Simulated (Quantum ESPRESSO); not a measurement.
Band energies of SrHI

```xyz
6
Lattice="4.2912 0.0000 0.0000 0.0000 4.2912 0.0000 0.0000 0.0000 8.1904" Properties=species:S:1:pos:R:3 pbc="T T T"
H      2.1456     2.1456     0.0000
H      0.0000     0.0000     0.0000
Sr     0.0000     2.1456     1.2779
Sr     2.1456     0.0000     6.9125
I      0.0000     2.1456     5.4447
I      2.1456     0.0000     2.7457
```

PBEsol (pw.x of Quantum ESPRESSO, ONCV potentials, no spin-orbit coupling); path ΓXMΓZRAZ,XR,MA; energies in eV from the valence-band maximum.

| k (1/Å) | point | band 14 | band 15 | band 16 | band 17 | band 18 | band 19 | band 20 | band 21 |
|---|---|---|---|---|---|---|---|---|---|
| 0.00 | Γ | -1.52 | -1.32 | -1.27 | -0.86 | -0.86 | 3.28 | 3.39 | 4.54 |
| 0.24 |  | -1.47 | -1.42 | -1.02 | -0.93 | -0.55 | 3.34 | 3.66 | 4.14 |
| 0.73 | X | -2.31 | -1.24 | -1.24 | -0.50 | -0.50 | 3.72 | 3.72 | 4.42 |
| 1.10 |  | -2.13 | -1.85 | -1.85 | -1.02 | -1.02 | 3.63 | 3.63 | 5.20 |
| 1.46 | M | -2.04 | -1.86 | -1.86 | -1.48 | -1.48 | 2.95 | 2.95 | 6.36 |
| 1.81 |  | -2.30 | -1.83 | -1.49 | -1.39 | -0.99 | 3.50 | 3.68 | 4.92 |
| 2.15 |  | -2.10 | -1.27 | -1.21 | -1.08 | -0.46 | 3.54 | 3.94 | 4.18 |
| 2.50 | Γ | -1.52 | -1.32 | -1.27 | -0.86 | -0.86 | 3.28 | 3.39 | 4.54 |
| 2.88 | Z | -1.55 | -1.31 | -0.82 | -0.82 | 0.00 | 3.04 | 3.82 | 4.40 |
| 3.25 |  | -1.76 | -1.47 | -1.05 | -0.95 | -0.41 | 3.90 | 3.93 | 4.24 |
| 3.43 |  | -1.64 | -1.37 | -1.18 | -1.09 | -0.86 | 4.09 | 4.37 | 4.54 |
| 3.62 | R | -1.45 | -1.32 | -1.32 | -1.24 | -1.24 | 4.31 | 4.31 | 4.77 |
| 3.80 |  | -1.62 | -1.45 | -1.45 | -1.22 | -1.22 | 4.39 | 4.39 | 4.71 |
| 4.16 |  | -2.20 | -1.78 | -1.78 | -1.35 | -1.35 | 4.22 | 4.22 | 4.81 |
| 4.35 | A | -2.07 | -1.98 | -1.98 | -1.40 | -1.40 | 4.27 | 4.27 | 4.70 |
| 4.50 |  | -2.05 | -1.89 | -1.78 | -1.37 | -1.35 | 4.11 | 4.37 | 4.74 |
| 4.79 |  | -1.86 | -1.74 | -1.48 | -1.14 | -0.91 | 3.90 | 4.75 | 5.01 |
| 5.09 |  | -1.55 | -1.45 | -1.38 | -0.86 | -0.27 | 3.79 | 4.03 | 4.53 |
| 5.38 | Z | -1.55 | -1.31 | -0.82 | -0.82 | 0.00 | 3.04 | 3.82 | 4.40 |
| 5.38 | X | -2.31 | -1.24 | -1.24 | -0.50 | -0.50 | 3.72 | 3.72 | 4.42 |
| 5.57 |  | -2.00 | -1.24 | -1.24 | -0.78 | -0.78 | 4.05 | 4.05 | 4.56 |
| 5.77 | R | -1.45 | -1.32 | -1.32 | -1.24 | -1.24 | 4.31 | 4.31 | 4.77 |
| 5.77 | M | -2.04 | -1.86 | -1.86 | -1.48 | -1.48 | 2.95 | 2.95 | 6.36 |
| 6.15 | A | -2.07 | -1.98 | -1.98 | -1.40 | -1.40 | 4.27 | 4.27 | 4.70 |

The PBEsol gap is indirect, 2.95 eV, from Z to M; the smallest direct gap is 3.04 eV.

Without spin-orbit coupling, band edges of such heavy elements can be off by tenths of an eV.

Geometry relaxed with PBE+D3(BJ).
